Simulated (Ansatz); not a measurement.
CaWO$_{4}$, a database entry at a rescaled volume

```yaml
crystal:
  lattice:
    - [-2.64397, 2.64397, 5.73746]
    - [2.64397, -2.64397, 5.73746]
    - [2.64397, 2.64397, -5.73746]
  atoms:
    - { symbol: Ca, position: [0.87500, 0.62500, 0.25000] }
    - { symbol: Ca, position: [0.12500, 0.37500, 0.75000] }
    - { symbol: W, position: [0.37500, 0.12500, 0.25000] }
    - { symbol: W, position: [0.62500, 0.87500, 0.75000] }
    - { symbol: O, position: [0.21999, 0.36066, 0.16337] }
    - { symbol: O, position: [0.86066, 0.19729, 0.14067] }
    - { symbol: O, position: [0.69729, 0.05662, 0.33663] }
    - { symbol: O, position: [0.55662, 0.71999, 0.35933] }
    - { symbol: O, position: [0.78001, 0.63934, 0.83663] }
    - { symbol: O, position: [0.13934, 0.80271, 0.85933] }
    - { symbol: O, position: [0.30271, 0.94338, 0.66337] }
    - { symbol: O, position: [0.44338, 0.28001, 0.64067] }
```

Level: r2SCAN, no spin polarisation; 500 eV; 6×6×6 Γ-centred mesh; fermi-dirac occupations (width 0.1 eV); Ansatz 0.2.0, fixed geometry.

**Contacts.** W–O at 1.78 Å: least valence density 1.55 e/Å³ and ELF 0.37 there. Ca–O at 2.49 Å: least valence density 0.18 e/Å³ and ELF 0.05 there, a closed-shell (ionic or weak) contact. These are pseudo-fields; inside the PAW spheres they differ from the all-electron ones.
**Electronic structure.** The gap is 4.73 eV, direct at the points sampled.
**Stress.** The pressure is 0.4 GPa (compression positive), so with the atoms held at these fractions the cell is close to zero pressure.
**Charges.** Bader charges in e: Ca +1.68, W +3.01, O -1.17. In the mean W gives up most and O takes most.
**Band edges.** Within 0.7 eV of the edges, the states project mainly on O p (97 %) below the gap and on W d (58 %) and O p (31 %) above it.

Origin: a database entry at a rescaled volume. Caveats: no spin-orbit coupling, which can shift this gap by tenths of an eV.
